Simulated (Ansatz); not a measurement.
Relaxed-ion elastic tensor of ZrN (rock salt, Fm-3m) in GPa (Voigt order), DFT-PBE in the program Ansatz with PAW potentials; density 7.21 g/cm³, 12.12 Å³ per atom.

```
529  110  110  0.0  0.0  0.0
110  529  110  0.0  0.0  0.0
110  110  529  0.0  0.0  0.0
0.0  0.0  0.0  120  0.0  0.0
0.0  0.0  0.0  0.0  120  0.0
0.0  0.0  0.0  0.0  0.0  120
```

Task: Is the crystal mechanically stable?

Result: Yes: the smallest eigenvalue of C is 120 GPa.

Task: Work out the Voigt, Reuss and Hill averages.

Result: K_V = 249, K_R = 249, K_H = 249; G_V = 156, G_R = 145, G_H = 151 GPa.

Task: Give Young's modulus, Poisson's ratio, Pugh's ratio and the universal anisotropy index.

Result: E = 9KG/(3K + G) = 376 GPa; ν = 0.25; K/G = 1.66 (near the Pugh limit of 1.75, no verdict); A_U = 5G_V/G_R + K_V/K_R − 6 = 0.38.

Task: Estimate the sound speeds and the Debye temperature.

Result: v_l = √((K + 4G/3)/ρ) = 7900 m/s, v_t = √(G/ρ) = 4570 m/s, mean 5070 m/s; Θ = (h/k)(3n/4πV)^(1/3) v_m = 658 K.

Task: Give the Zener ratio and Young's modulus along [100], [110] and [111].

Result: A = 2C44/(C11 − C12) = 0.58; 1/E = S11 − 2(S11 − S12 − S44/2)Γ with Γ = 0, 1/4, 1/3 gives 491, 343, 311 GPa.

The PBE relaxation kept the symmetry of its start; of distortions, only those at the zone centre were tested. The run is not spin-polarised. With an odd number of electrons in the cell and no spin polarisation, the count alone makes it a metal. As this level gives no gap, shear constants depend on the k-mesh and smearing (Fermi–Dirac, 0.1 eV here).

Potentials: the later of the program's two PAW sets.
